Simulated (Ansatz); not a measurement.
# Ansatz 0.2.0, relaxation: Ir3O4

Run with:

```bash
ansatz run input.yaml --threads 2 --pin off --max-ram 3584MiB --backend cpu --events-out ev --progress --plain --runs-dir out
```

Input:

```yaml
crystal:
  lattice:
    - [0.0, 4.232327, 4.232327]
    - [4.232327, 0.0, 4.232327]
    - [4.232327, 4.232327, 0.0]
  atoms:
    - { symbol: Ir, position: [0.125, 0.125, 0.125] }
    - { symbol: Ir, position: [0.875, 0.875, 0.875] }
    - { symbol: Ir, position: [0.5, 0.5, 0.5] }
    - { symbol: Ir, position: [0.0, 0.5, 0.5] }
    - { symbol: Ir, position: [0.5, 0.5, 0.0] }
    - { symbol: Ir, position: [0.5, 0.0, 0.5] }
    - { symbol: O, position: [0.2591, 0.2591, 0.2591] }
    - { symbol: O, position: [0.2773, 0.7409, 0.7409] }
    - { symbol: O, position: [0.2591, 0.2591, 0.7227] }
    - { symbol: O, position: [0.7409, 0.2773, 0.7409] }
    - { symbol: O, position: [0.7227, 0.2591, 0.2591] }
    - { symbol: O, position: [0.7409, 0.7409, 0.7409] }
    - { symbol: O, position: [0.2591, 0.7227, 0.2591] }
    - { symbol: O, position: [0.7409, 0.7409, 0.2773] }
  symmetry: { tolerance: 0.0003 }
kpoints:
  mp_grid: { grid: [7, 7, 7], shift: [0, 0, 0] }
magnetization:
  spin_polarized: false
scf:
  occupations: { method: fermi_dirac, width: 0.0515 }
  lower_state_search: "off"
hamiltonian:
  pseudopotentials: { kind: paw }
  xc: r2scan
basis:
  ecutwfc: 500
  fft_grid_basis: typed
relax:
  max_steps: 80
  f_tol: 0.03
output:
  forces: true
  stress: true
  eigenvalues: true
  bader: true
  populations: true
  elf: true
  write_potential: true
  volumetric_format: npy
  dos:
    e_range: [-12, 8]
    de: 0.05
    projected: { site_lists: { Ir: [Ir], O: [O] } }
checkpoint:
  read: saved_state
```

Origin of the cell: a known structure type with other elements, at an estimated volume, so it need not be a known compound.

The saved state is a converged single point of the same cell.

Steps:

```json
{"step": "1", "ΔF (meV/atom)": "0.0", "max force component (eV/Å)": "1.035", "SCF iterations": "6", "step was": "accepted"}
{"step": "2", "ΔF (meV/atom)": "-30.7", "max force component (eV/Å)": "0.478", "SCF iterations": "7", "step was": "accepted"}
{"step": "3", "ΔF (meV/atom)": "-39.3", "max force component (eV/Å)": "0.004", "SCF iterations": "7", "step was": "accepted"}
{"step": "4", "ΔF (meV/atom)": "-39.3", "max force component (eV/Å)": "0.004", "SCF iterations": "4", "step was": "accepted"}
```

Step 1, with forces in eV/Å:

```xyz
14
Lattice="0.000 4.232 4.232 4.232 0.000 4.232 4.232 4.232 0.000" Properties=species:S:1:pos:R:3:forces:R:3 pbc="T T T" step=1
Ir    1.058    1.058    1.058    0.000    0.000    0.000
Ir    7.407    7.407    7.407    0.000    0.000    0.000
Ir    4.232    4.232    4.232    0.000    0.000    0.000
Ir    4.232    2.116    2.116    0.000    0.000    0.000
Ir    2.116    2.116    4.232    0.000    0.000    0.000
Ir    2.116    4.232    2.116    0.000    0.000    0.000
O     2.193    2.193    2.193    1.035    1.035    1.035
O     6.271    4.309    4.309   -1.035    1.035    1.035
O     4.155    4.155    2.193   -1.035   -1.035    1.035
O     4.309    6.271    4.309    1.035   -1.035    1.035
O     2.193    4.155    4.155    1.035   -1.035   -1.035
O     6.271    6.271    6.271   -1.035   -1.035   -1.035
O     4.155    2.193    4.155   -1.035    1.035   -1.035
O     4.309    4.309    6.271    1.035    1.035   -1.035
```

Step 2, with forces in eV/Å:

```xyz
14
Lattice="0.000 4.232 4.232 4.232 0.000 4.232 4.232 4.232 0.000" Properties=species:S:1:pos:R:3:forces:R:3 pbc="T T T" step=2
Ir    1.058    1.058    1.058    0.000    0.000    0.000
Ir    7.407    7.407    7.407    0.000    0.000    0.000
Ir    4.232    4.232    4.232    0.000    0.000    0.000
Ir    4.232    2.116    2.116    0.000    0.000    0.000
Ir    2.116    2.116    4.232    0.000    0.000    0.000
Ir    2.116    4.232    2.116    0.000    0.000    0.000
O     2.217    2.217    2.217    0.478    0.478    0.478
O     6.248    4.333    4.333   -0.478    0.478    0.478
O     4.132    4.132    2.217   -0.478   -0.478    0.478
O     4.333    6.248    4.333    0.478   -0.478    0.478
O     2.217    4.132    4.132    0.478   -0.478   -0.478
O     6.248    6.248    6.248   -0.478   -0.478   -0.478
O     4.132    2.217    4.132   -0.478    0.478   -0.478
O     4.333    4.333    6.248    0.478    0.478   -0.478
```

Step 4, with forces in eV/Å:

```xyz
14
Lattice="0.000 4.232 4.232 4.232 0.000 4.232 4.232 4.232 0.000" Properties=species:S:1:pos:R:3:forces:R:3 pbc="T T T" step=4
Ir    1.058    1.058    1.058    0.000    0.000    0.000
Ir    7.407    7.407    7.407    0.000    0.000    0.000
Ir    4.232    4.232    4.232    0.000    0.000    0.000
Ir    4.232    2.116    2.116    0.000    0.000    0.000
Ir    2.116    2.116    4.232    0.000    0.000    0.000
Ir    2.116    4.232    2.116    0.000    0.000    0.000
O     2.238    2.238    2.238    0.004    0.004    0.004
O     6.227    4.354    4.354   -0.004    0.004    0.004
O     4.111    4.111    2.238   -0.004   -0.004    0.004
O     4.354    6.227    4.354    0.004   -0.004    0.004
O     2.238    4.111    4.111    0.004   -0.004   -0.004
O     6.227    6.227    6.227   -0.004   -0.004   -0.004
O     4.111    2.238    4.111   -0.004    0.004   -0.004
O     4.354    4.354    6.227    0.004    0.004   -0.004
```

```yaml
Free_energy_lowered_by: 39.3 meV/atom
Final_pressure: 26.73 GPa
Relaxation_steps_listed: 4
Gap_on_the_mesh: none (metal)
```

Caveats: no moments, though an odd count or open d shells may carry them; no spin-orbit coupling, though heavy elements are present; the SCF threshold is looser than advised for a stress; the relaxation held the start's symmetry, so the end may be a saddle point.

It ran for 140 s of wall time on 2 CPU thread(s) of a shared host, from a saved density.
